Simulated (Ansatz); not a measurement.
One crystal and one scan (scan of one atom of the cell) at two levels, PBE (plane waves to 420 eV, PAW, scalar-relativistic; Ansatz, a first-principles code) and PBEsol (plane waves to 420 eV, PAW, scalar-relativistic; Ansatz), each from its own relaxed cell and on its own mesh.

The crystal is Pt (fcc, Cu type); one Pt atom of a 4-atom cell moves by s along Cartesian z, with its periodic images.

Energies are smeared free energies. Pt is run without spin polarisation. Pt was relaxed with its symmetry unable to fall. Spin-orbit coupling is left out, though Pt is heavy. The PAW data are Ansatz's earlier set. With partly filled bands, energies and forces of such displacements shift with the k mesh and the smearing.

```csv
quantity,run 1,run 2
Lattice constant a (Å),3.918,3.970
Force constant k = d²E/ds² at s = 0 (finite differences) (eV/Å²),12.90,11.18
```

Which run is which level?

Run 2 is PBE, run 1 is PBEsol. PBE gives the higher value for: lattice constant a. PBE gives the lower value for: force constant k = d²E/ds² at s = 0. Both give the same shape of the curve: a single well with its minimum at or next to zero displacement. Neither level is exact: the differences show how much the result hangs on the functional.

(For displaced atoms, the force is minus the slope of the energy, and its curvature is a force constant, which sets phonon frequencies.)
